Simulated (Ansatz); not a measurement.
YNbN3:
```
CELL_PARAMETERS angstrom
      4.01081     0.00000     0.00000
      0.00000     4.01081     0.00000
      0.00000     0.00000     4.01081
ATOMIC_POSITIONS crystal
  Y  0.00000 0.00000 0.00000
  Nb 0.50000 0.50000 0.50000
  N  0.50000 0.50000 0.00000
  N  0.50000 0.00000 0.50000
  N  0.00000 0.50000 0.50000
```

Relaxed with PBEsol. Special points in fractions of this cell's reciprocal vectors: Γ (0.000, 0.000, 0.000); X (0.000, 0.500, 0.000); M (0.500, 0.500, 0.000); R (0.500, 0.500, 0.500).

Problem. List the band energies nearest the Fermi level at these points for plane-wave PAW PBEsol with spin–orbit coupling (Ansatz code).

Solution. In eV from the Fermi level; about four levels below and three above (degenerate sets whole), none deeper than 8.9 eV; points with the same levels are listed once.

```csv
k,below,above
Γ,-0.91 -0.91 -0.91 -0.91 -0.91 -0.91,0.38 0.38 0.47 0.47 0.47 0.47
X,-2.68 -2.68 -2.54 -2.54,0.11 0.11 0.24 0.24
M,-1.78 -1.78 -0.47 -0.47,0.43 0.43 3.27 3.27
R,-4.86 -4.86 -4.86 -4.86 -4.38 -4.38,0.73 0.73 0.74 0.74 0.74 0.74
```

Space group Pm-3m (cubic perovskite). The start of the workflow was typed in or built on a structure type; neither database checked (COD, Materials Project) lists it. Its standing as an ambient phase is unchecked. The cell was relaxed with PBEsol under the symmetry of its start. At this level the phase is dynamically unstable (imaginary phonons). The workflow began spin-polarised and lost its moments.

Potentials: the later of the program's two PAW sets.
